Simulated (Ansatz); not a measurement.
HgTe, in the lowest of the structures calculated here: F-43m (No. 216), cF8, zinc blende type; a = 6.573 Å, b = 6.573 Å, c = 6.573 Å, α = 90.00°, β = 90.00°, γ = 90.00°; Te 4c (0.250, 0.250, 0.250); Hg 4a (0.000, 0.000, 0.000). These are r2SCAN (plane waves to 500 eV, PAW, scalar-relativistic; Ansatz, a first-principles code) values and carry that method's errors. Element references, the lowest calculated here: Hg (P6₃/mmc), Te (P3₁21).

### Question
What formation energy of this F-43m form of HgTe from the elements does r2SCAN give?

### Answer
-0.20 eV/atom.

Static energies, no anion corrections, no zero-point energy. Values are rounded to 0.01 eV/atom. Spin-orbit coupling is missing from these energies, which matters for elements this heavy. The compounds carry no spin polarisation.
